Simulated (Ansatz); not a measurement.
Input:

CaZn$_{2}$Ge$_{2}$:
```yaml
crystal:
  lattice:
    - [-2.12692, 2.12692, 5.29619]
    - [2.12692, -2.12692, 5.29619]
    - [2.12692, 2.12692, -5.29619]
  atoms:
    - { symbol: Ge, position: [0.38277, 0.38277, 0.00000] }
    - { symbol: Ge, position: [0.61723, 0.61723, 0.00000] }
    - { symbol: Ca, position: [0.00000, 0.00000, 0.00000] }
    - { symbol: Zn, position: [0.75000, 0.25000, 0.50000] }
    - { symbol: Zn, position: [0.25000, 0.75000, 0.50000] }
```

This is the r²SCAN-relaxed structure.

Task: All from DFT-r²SCAN in the program Ansatz with PAW potentials, unless another level is named. Predict the electronic character.

Result: metallic (no gap).

Task: Predict the density of states at the Fermi level.

Result: 0.22 states/eV per atom (mean over ±0.08 eV).

Task: And the formation energy from the elements (no fitted shifts)?

Result: -371 meV/atom.

Task: Next, the gap with spin–orbit coupling?

Result: none (metallic).

Space group I4/mmm. The workflow started from an entry of the Crystallography Open Database (COD). Its standing as an ambient phase is unchecked. Symmetry was held in the r²SCAN relaxation; its stability against distortions is not shown here. The references are the lowest solids computed at this level, not always the standard phases. Spin–orbit coupling is left out wherever it is not named.

Potentials: the later of the program's two PAW sets.
